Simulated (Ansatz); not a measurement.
Data:

NaCl (rock salt) is sheared across one {110} plane: the third cell vector gains the shift, so faults repeat every 6.0 Å. The cut lies between planes 2.01 Å apart; the cell height is held.

```
NaCl
1.0
    4.02735     0.00000     0.00000
    0.00000     5.69553     0.00000
    2.01367     2.84776     6.04102
Cl Na
3 3
Direct
  0.00000   0.00000   0.83333
  0.33333   0.33333   0.16667
  0.66667   0.66667   0.50000
  0.00000   0.50000   0.83333
  0.33333   0.83333   0.16667
  0.66667   0.16667   0.50000
```

In-plane vectors a = (4.027, 0.000) Å, b = (0.000, 5.696) Å, area 22.94 Å². The shift is x·a + y·b, and the map repeats with period 1 in x and y. The shift is rigid: no atom relaxes. γ = [E(shift) − E(0)] / area.

The numbers are results of PBE (plane waves to 420 eV, PAW, scalar-relativistic; Ansatz, a first-principles code), not measurements. k mesh 7×7×7 (Γ-centred), Fermi-Dirac smearing 0.05 eV. Energies are extrapolated to zero smearing. Points where atoms come too close for the PAW data are left out (x in tables, blank in figures). Faults lie only 6.0 Å apart, and holding the cell height and the atoms raises γ above its relaxed value. NaCl was relaxed with its symmetry unable to fall. The zero of γ is zero shift.

The scan covers x from 0.000 to 0.833 in 6 points and y from 0.000 to 0.833 in 6 points.

Problem. Where does the grid have local minima besides zero shift?

Solution. No grid point is one.

Problem. Stepping between nearest grid points (4 neighbours each), what is the highest γ met on the easiest way from zero shift to the shift a?

Solution. 1.40 J/m².

(The slope of γ gives the shear force per area between the displaced halves; near zero shift its curvature is an elastic stiffness.)
